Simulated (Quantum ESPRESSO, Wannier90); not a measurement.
## YN (rock salt): Wannier90 run

```
YN
1.0
    0.00000     2.44836     2.44836
    2.44836     0.00000     2.44836
    2.44836     2.44836     0.00000
Y N
1 1
Cartesian
  0.00000   0.00000   0.00000
  2.44836   2.44836   2.44836
```

Cell from Materials Project (mp-2114), symmetrised, no further relaxation. COD (Crystallography Open Database) has an entry of this formula and space group (matched by these alone). Level: PBEsol, no spin polarisation, no spin-orbit coupling; pw.x of Quantum ESPRESSO at 68 Ry with PseudoDojo potentials, 12×12×12 k-points, Wannier90. Density: 12×12×12 mesh, cold smearing 0.01 Ry. The gap is small at this level and was sampled on the meshes and a path alone.

Base run: 8 functions from bands 6-22 of the 22 computed, start hydrogen-like Y: d; N: p, frozen window up to 1.62 eV relative to the valence-band maximum, outer window open. Rows change the key named; with other orbitals the number of functions and the frozen window follow, as listed; window edges are relative to the valence-band maximum. The misfit compares interpolated bands with pw.x on a high-symmetry path, for states up to 1.1 eV relative to the valence-band maximum. Converged means that the tolerances were met: symmetric starts can stop on a saddle, which shows as a larger Ω_OD at equal Ω_I and can move the misfit too.

Rows with other orbitals or bands describe another subspace, so their Ω_I can't be set against the base's. Runs that didn't settle are not listed.

| setting | orbitals | bands | functions | frozen to (eV) | Ω_I (Å²) | Ω_D (Å²) | Ω_OD (Å²) | rms misfit (meV) | worst (meV) | ended |
|---|---|---|---|---|---|---|---|---|---|---|
| base | Y d, N p | 6-22 | 8 | 1.62 | 10.55 | 0.00 | 0.15 | 11 | 123 | converged |
| num_iter = 0 (projection only) | Y d, N p | 6-22 | 8 | 1.62 | 10.55 | 0.00 | 0.17 | 11 | 127 | no minimisation |
| other orbitals: Y: d; N: s;p | Y d, N sp | 5-22 | 9 | 1.62 | 9.99 | 0.00 | 1.44 | 9.6 | 124 | converged |
| other orbitals: Y: s;d; N: p | Y sd, N p | 6-22 | 9 | 1.62 | 13.10 | 0.00 | 0.18 | 11 | 123 | converged |
| start: atomic waves of the pseudopotential files | Y 4d, Y 5s, N 2p | 6-22 | 9 | 1.62 | 13.10 | 0.00 | 0.18 | 11 | 123 | converged |
| atomic waves with projectability windows 0.01 and 0.95 | Y 4d, Y 5s, N 2p | 6-22 | 9 | 1.62 | 16.01 | 0.00 | 0.45 | 2.0 | 9.5 | converged |
